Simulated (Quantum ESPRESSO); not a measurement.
# Al3MgAs3S: finding a planted mistake in a log

Simulated, not a measurement. The program is pw.x of Quantum ESPRESSO 7.5 (plane-wave density functional theory). The cell is made up: 8 atoms on a zincblende/diamond lattice, with randomly drawn elements, strain and displacements, not relaxed. PseudoDojo standard norm-conserving files (v0.5 for PBE, v0.4.1 for LDA and PBEsol) set the functional; there is no spin polarisation, spin-orbit coupling or dispersion term, and the masses in the input are unused placeholders.

Intended input:

```
&control calculation='scf', pseudo_dir='./dojo.nc.sr.pbe.v0_5.standard.upf', outdir='./o', disk_io='medium', tprnfor=.true., tstress=.true. /
&system ibrav=0, nat=8, ntyp=4, nbnd=41, ecutwfc=84.00895049, nosym=.true., tot_charge=0,
 occupations='smearing', smearing='fd', degauss=0.0018374661
/
&electrons conv_thr=7.350e-09, electron_maxstep=60, /
ATOMIC_SPECIES
Al 1.0 Al.upf
As 1.0 As.upf
Mg 1.0 Mg.upf
S 1.0 S.upf
CELL_PARAMETERS angstrom
5.6458 0.0 0.0
0.0 5.6458 0.0
0.0 0.0 5.6458
ATOMIC_POSITIONS angstrom
Al -0.0053 0.1266 -0.1834
Al -0.0728 2.8517 2.894
Al 2.8381 0.1647 2.7944
Mg 2.9267 2.6955 0.1654
As 1.285 1.2459 1.3518
As 1.3875 4.1962 4.1739
S 4.3898 1.45 4.1743
As 4.4225 4.0374 1.5279
K_POINTS automatic
4 4 4 1 1 1
```

The log is shortened where brackets say so; the opening notice, blank lines, dates and the lines on written files are dropped, and the path of the files is cut. It prints rydbergs, bohrs and kilobars, and counts compression as positive stress. Where no state is partly filled, the Fermi energy that it prints is only some level between the filled and the empty states on the mesh, and need not lie in the true gap.

Log of the intended run:

```
     Program PWSCF v.7.5
     Parallel version (MPI & OpenMP), running on       1 processor cores
     Number of MPI processes:                 1
     Threads/MPI process:                     1
     [start-up lines left out]
     bravais-lattice index     =            0
     lattice parameter (alat)  =      10.6690  a.u.
     unit-cell volume          =    1214.4316 (a.u.)^3
     number of atoms/cell      =            8
     number of atomic types    =            4
     number of electrons       =        70.00
     number of Kohn-Sham states=           41
     kinetic-energy cutoff     =      84.0090  Ry
     charge density cutoff     =     336.0358  Ry
     scf convergence threshold =      7.3E-09
     mixing beta               =       0.7000
     number of iterations used =            8  plain     mixing
     Exchange-correlation= PBE
                           (   1   4   3   4   0   0   0)
     [axes and pseudopotential details left out]
   Cartesian axes
     site n.     atom                  positions (alat units)
         1        Al     tau(   1) = (  -0.0009388   0.0224237  -0.0324843  )
         2        Al     tau(   2) = (  -0.0128945   0.5051011   0.5125934  )
         3        Al     tau(   3) = (   0.5026923   0.0291721   0.4949520  )
         4        Mg     tau(   4) = (   0.5183853   0.4774346   0.0292961  )
         5        As     tau(   5) = (   0.2276028   0.2206773   0.2394346  )
         6        As     tau(   6) = (   0.2457579   0.7432428   0.7392929  )
         7        S      tau(   7) = (   0.7775337   0.2568281   0.7393638  )
         8        As     tau(   8) = (   0.7833257   0.7151157   0.2706260  )
     number of k points=    32  Fermi-Dirac smearing, width (Ry)=  0.0018
                       cart. coord. in units 2pi/alat
        k(    1) = (   0.1250000   0.1250000   0.1250000), wk =   0.0625000
        k(    2) = (   0.1250000   0.1250000   0.3750000), wk =   0.0625000
     [further k points left out]
     Dense  grid:   126131 G-vectors     FFT dimensions: (  64,  64,  64)
     Estimated max dynamical RAM per process >     169.95 MB
     Initial potential from superposition of free atoms
     starting charge      69.9911, renormalised to      70.0000
     Starting wfcs are   48 randomized atomic wfcs
     total cpu time spent up to now is       13.4 secs
     per-process dynamical memory:    93.8 Mb
     Self-consistent Calculation
     iteration #  1     ecut=    84.01 Ry     beta= 0.70
     Davidson diagonalization with overlap
     ethr =  1.00E-02,  avg # of iterations =  4.0
     Threshold (ethr) on eigenvalues was too large:
     Diagonalizing with lowered threshold
     Davidson diagonalization with overlap
     ethr =  6.07E-04,  avg # of iterations =  1.8
     total cpu time spent up to now is       68.1 secs
     total energy              =    -791.20929624 Ry
     estimated scf accuracy    <       0.42476638 Ry
     iteration #  2     ecut=    84.01 Ry     beta= 0.70
     Davidson diagonalization with overlap
     ethr =  6.07E-04,  avg # of iterations =  5.9
     total cpu time spent up to now is      103.0 secs
     total energy              =    -791.28797918 Ry
     estimated scf accuracy    <       0.15186323 Ry
     [iterations 3 to 8 left out]
     iteration #  9     ecut=    84.01 Ry     beta= 0.70
     Davidson diagonalization with overlap
     ethr =  6.26E-10,  avg # of iterations =  2.0
     total cpu time spent up to now is      298.2 secs
     total energy              =    -791.32912460 Ry
     estimated scf accuracy    <       0.00000002 Ry
     iteration # 10     ecut=    84.01 Ry     beta= 0.70
     Davidson diagonalization with overlap
     ethr =  2.49E-11,  avg # of iterations =  4.6
     total cpu time spent up to now is      329.6 secs
     End of self-consistent calculation
     [lines on levels left out]
     the Fermi energy is     6.8390 ev
!    total energy              =    -791.32912461 Ry
     estimated scf accuracy    <          6.0E-09 Ry
     smearing contrib. (-TS)   =      -0.00000000 Ry
     internal energy E=F+TS    =    -791.32912461 Ry
     The total energy is F=E-TS. E is the sum of the following terms:
     one-electron contribution =    -528.22379207 Ry
     hartree contribution      =     286.66435857 Ry
     xc contribution           =    -171.39317520 Ry
     ewald contribution        =    -378.37651591 Ry
     convergence has been achieved in  10 iterations
     Forces acting on atoms (cartesian axes, Ry/au):
     atom    1 type  1   force =     0.01131199   -0.10543201    0.02028821
     atom    2 type  1   force =     0.11057584   -0.05177957    0.01682681
     atom    3 type  1   force =     0.00600258   -0.08440018   -0.00688303
     atom    4 type  3   force =    -0.03104539    0.02003435   -0.02759814
     atom    5 type  2   force =     0.00694155    0.05653966    0.04603756
     atom    6 type  2   force =     0.04183844    0.03093169    0.03082034
     atom    7 type  4   force =    -0.06047745   -0.01368442    0.00047746
     atom    8 type  2   force =    -0.08514755    0.14779048   -0.07996922
     Total force =     0.290748     Total SCF correction =     0.000183
     Computing stress (Cartesian axis) and pressure
          total   stress  (Ry/bohr**3)                   (kbar)     P=       51.38
   0.00036763   0.00003578   0.00034584           54.08        5.26       50.88
   0.00003578   0.00024807  -0.00016653            5.26       36.49      -24.50
   0.00034584  -0.00016653   0.00043205           50.88      -24.50       63.56
     init_run     :     12.56s CPU     13.24s WALL (       1 calls)
     electrons    :    300.99s CPU    316.28s WALL (       1 calls)
     forces       :      3.53s CPU      3.56s WALL (       1 calls)
     stress       :     13.24s CPU     13.32s WALL (       1 calls)
     [timing details left out]
     PWSCF        :   5m30.52s CPU   5m46.87s WALL
     JOB DONE.
```

A second run was made from an input with one planted mistake. Its log:

```
     Program PWSCF v.7.5
     Parallel version (MPI & OpenMP), running on       1 processor cores
     Number of MPI processes:                 1
     Threads/MPI process:                     1
     [start-up lines left out]
     bravais-lattice index     =            0
     lattice parameter (alat)  =      10.6690  a.u.
     unit-cell volume          =    1214.4316 (a.u.)^3
     number of atoms/cell      =            8
     number of atomic types    =            4
     number of electrons       =        70.00
     number of Kohn-Sham states=           41
     kinetic-energy cutoff     =      84.0090  Ry
     charge density cutoff     =     336.0358  Ry
     scf convergence threshold =      7.3E-09
     mixing beta               =       0.7000
     number of iterations used =            8  plain     mixing
     Exchange-correlation= PBE
                           (   1   4   3   4   0   0   0)
     [axes and pseudopotential details left out]
   Cartesian axes
     site n.     atom                  positions (alat units)
         1        Al     tau(   1) = (  -0.0009388   0.0224237  -0.0324843  )
         2        Mg     tau(   2) = (  -0.0128945   0.5051011   0.5125934  )
         3        Al     tau(   3) = (   0.5026923   0.0291721   0.4949520  )
         4        Al     tau(   4) = (   0.5183853   0.4774346   0.0292961  )
         5        As     tau(   5) = (   0.2276028   0.2206773   0.2394346  )
         6        As     tau(   6) = (   0.2457579   0.7432428   0.7392929  )
         7        S      tau(   7) = (   0.7775337   0.2568281   0.7393638  )
         8        As     tau(   8) = (   0.7833257   0.7151157   0.2706260  )
     number of k points=    32  Fermi-Dirac smearing, width (Ry)=  0.0018
                       cart. coord. in units 2pi/alat
        k(    1) = (   0.1250000   0.1250000   0.1250000), wk =   0.0625000
        k(    2) = (   0.1250000   0.1250000   0.3750000), wk =   0.0625000
     [further k points left out]
     Dense  grid:   126131 G-vectors     FFT dimensions: (  64,  64,  64)
     Estimated max dynamical RAM per process >     169.95 MB
     Initial potential from superposition of free atoms
     starting charge      69.9911, renormalised to      70.0000
     Starting wfcs are   48 randomized atomic wfcs
     total cpu time spent up to now is       17.3 secs
     per-process dynamical memory:    93.8 Mb
     Self-consistent Calculation
     iteration #  1     ecut=    84.01 Ry     beta= 0.70
     Davidson diagonalization with overlap
     ethr =  1.00E-02,  avg # of iterations =  4.0
     Threshold (ethr) on eigenvalues was too large:
     Diagonalizing with lowered threshold
     Davidson diagonalization with overlap
     ethr =  5.74E-04,  avg # of iterations =  1.9
     total cpu time spent up to now is       84.5 secs
     total energy              =    -791.17018495 Ry
     estimated scf accuracy    <       0.40048899 Ry
     iteration #  2     ecut=    84.01 Ry     beta= 0.70
     Davidson diagonalization with overlap
     ethr =  5.72E-04,  avg # of iterations =  4.8
     total cpu time spent up to now is      124.3 secs
     total energy              =    -791.24101793 Ry
     estimated scf accuracy    <       0.15453595 Ry
     [iterations 3 to 8 left out]
     iteration #  9     ecut=    84.01 Ry     beta= 0.70
     Davidson diagonalization with overlap
     ethr =  2.91E-10,  avg # of iterations =  3.1
     total cpu time spent up to now is      358.8 secs
     total energy              =    -791.28276508 Ry
     estimated scf accuracy    <       0.00000002 Ry
     iteration # 10     ecut=    84.01 Ry     beta= 0.70
     Davidson diagonalization with overlap
     ethr =  2.47E-11,  avg # of iterations =  3.8
     total cpu time spent up to now is      391.4 secs
     End of self-consistent calculation
     [lines on levels left out]
     the Fermi energy is     6.7822 ev
!    total energy              =    -791.28276508 Ry
     estimated scf accuracy    <          3.9E-09 Ry
     smearing contrib. (-TS)   =      -0.00000000 Ry
     internal energy E=F+TS    =    -791.28276508 Ry
     The total energy is F=E-TS. E is the sum of the following terms:
     one-electron contribution =    -547.17840087 Ry
     hartree contribution      =     296.15910351 Ry
     xc contribution           =    -171.36307129 Ry
     ewald contribution        =    -368.90039643 Ry
     convergence has been achieved in  10 iterations
     Forces acting on atoms (cartesian axes, Ry/au):
     atom    1 type  1   force =     0.00372913   -0.10873088    0.01691023
     atom    2 type  3   force =     0.10883434   -0.07020376    0.03277340
     atom    3 type  1   force =     0.00682527   -0.08609894    0.00160208
     atom    4 type  1   force =    -0.03890613    0.03500439   -0.01919689
     atom    5 type  2   force =     0.04618541    0.05814031    0.01684100
     atom    6 type  2   force =     0.07930482    0.04397812    0.04454451
     atom    7 type  4   force =    -0.09310183   -0.03106515    0.03851726
     atom    8 type  2   force =    -0.11287100    0.15897590   -0.13199159
     Total force =     0.350850     Total SCF correction =     0.000336
     Computing stress (Cartesian axis) and pressure
          total   stress  (Ry/bohr**3)                   (kbar)     P=       52.87
   0.00031062  -0.00001565   0.00035459           45.69       -2.30       52.16
  -0.00001565   0.00030585  -0.00014448           -2.30       44.99      -21.25
   0.00035459  -0.00014448   0.00046167           52.16      -21.25       67.91
     init_run     :     13.72s CPU     17.10s WALL (       1 calls)
     electrons    :    354.07s CPU    374.19s WALL (       1 calls)
     forces       :      4.16s CPU      4.21s WALL (       1 calls)
     stress       :     15.15s CPU     15.24s WALL (       1 calls)
     [timing details left out]
     PWSCF        :   6m27.77s CPU   6m54.35s WALL
     JOB DONE.
```

Question: what was wrong in the second input?

Answer: two atoms have their elements exchanged. The input lines that differ, file-writing options aside:

```
- Al -0.0728 2.8517 2.894
+ Mg -0.0728 2.8517 2.894
- Mg 2.9267 2.6955 0.1654
+ Al 2.9267 2.6955 0.1654
```

```
                                            intended run  run with the mistake
                          free energy (eV)    -10766.581            -10765.950
                    smearing term -TS (eV)        0.0000                0.0000
                            pressure (GPa)          5.14                  5.29
            largest force component (eV/Å)         3.800                 4.087
largest change of a force component (eV/Å)                               1.338
                                iterations            10                    10
```

For scale, a rerun of the intended cell at 1437 eV and a 6 x 6 x 6 mesh moved values by no more than 0.007 eV in energy, 0.02 GPa in stress and 0.007 eV/Å in force.